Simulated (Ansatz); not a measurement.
SrO:
```yaml
crystal:
  lattice:
    - [0.00000, 2.59749, 2.59749]
    - [2.59749, 0.00000, 2.59749]
    - [2.59749, 2.59749, 0.00000]
  atoms:
    - { symbol: Sr, position: [0.00000, 0.00000, 0.00000] }
    - { symbol: O, position: [0.50000, 0.50000, 0.50000] }
```

Relaxed with PBE. Special points in fractions of this cell's reciprocal vectors: Γ (0.000, 0.000, 0.000); X (0.500, 0.000, 0.500); U (0.625, 0.250, 0.625); K (0.375, 0.375, 0.750); L (0.500, 0.500, 0.500); W (0.500, 0.250, 0.750).

Task: List the band energies nearest the valence-band maximum at these points for the program Ansatz at the PBE level (PAW).

Result: In eV from the valence-band maximum; about four levels below and three above (degenerate sets whole), none deeper than 8.9 eV; points with the same levels are listed once.

| k | below | above |
|---|---|---|
| Γ | 0.00 0.00 0.00 | 3.79 6.19 6.19 6.19 |
| X | -0.46 -0.10 -0.10 | 3.33 7.61 10.03 |
| U | -0.92 -0.54 -0.49 | 4.77 7.76 8.53 |
| L | -2.09 -1.05 -1.05 | 6.45 8.18 8.72 8.72 |
| W | -1.06 -0.44 -0.44 | 5.96 5.96 8.44 |

Space group Fm-3m (rock salt). Symmetry was held in the PBE relaxation. Scalar-relativistic: spin–orbit coupling is off unless named, which matters more the heavier the elements.

Potentials: the later of the program's two PAW sets.
